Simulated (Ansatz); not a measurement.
MoS2:
```
MoS2
1.0
    3.17420     0.00000     0.00000
   -1.58710     2.74894     0.00000
    0.00000     0.00000    33.00000
S Mo
2 1
Direct
  0.66667   0.33333   0.45291
  0.66667   0.33333   0.54709
  0.00000   0.00000   0.50000
```
Free-standing layer in the xy plane with vacuum along z and no interaction between images.

In-plane strain on the r²SCAN+D4-relaxed layer, atoms relaxed; plane-wave PAW r²SCAN+D4 (Ansatz code). Band edges on the k-mesh, from the upper vacuum level. Strained cells keep their symmetry and size, so buckling under compression is not allowed; words on stability below refer to the unstrained layer.

| strain x / y (%) | ΔE (meV/atom) | tension xx (N/m) | tension yy (N/m) | thickness (Å) | VBM (eV) | CBM (eV) |
|---|---|---|---|---|---|---|
| -4 / -4 | 56.2 | -8.38 | -8.38 | 3.19 | -5.99 | -4.08 |
| -2 / -2 | (withheld) | (withheld) | (withheld) | (withheld) | (withheld) | (withheld) |
| -1 / 0 | 1.3 | -1.49 | -0.36 | 3.12 | -6.16 | -4.30 |
| 0 / 0 | 0.0 | 0.00 | 0.00 | 3.11 | -6.12 | -4.38 |
| 1 / 0 | 1.3 | 1.38 | 0.36 | 3.10 | -6.09 | -4.47 |
| 2 / 2 | 12.5 | 3.31 | 3.31 | 3.07 | -5.98 | -4.71 |
| 4 / 4 | (withheld) | (withheld) | (withheld) | (withheld) | (withheld) | (withheld) |

### Question
What belongs in the gaps?

### Answer

- 4 / 4, ΔE (meV/atom): 48.2
- 4 / 4, tension xx (N/m): 6.15
- 4 / 4, tension yy (N/m): 6.15
- 4 / 4, thickness (Å): 3.03
- 4 / 4, VBM (eV): -5.87
- 4 / 4, CBM (eV): -5.01
- -2 / -2, ΔE (meV/atom): 13.5
- -2 / -2, tension xx (N/m): -3.87
- -2 / -2, tension yy (N/m): -3.87
- -2 / -2, thickness (Å): 3.15
- -2 / -2, VBM (eV): -6.08
- -2 / -2, CBM (eV): -4.04

Space group P-6m2 (1H). A layer that has been made, often on a substrate. The cell was relaxed with r²SCAN+D4 under the symmetry of its start; its stability against distortions is not shown here. The run is not spin-polarised. Scalar-relativistic: spin–orbit coupling is off unless named, which matters more the heavier the elements.

Potentials: the later of the program's two PAW sets.
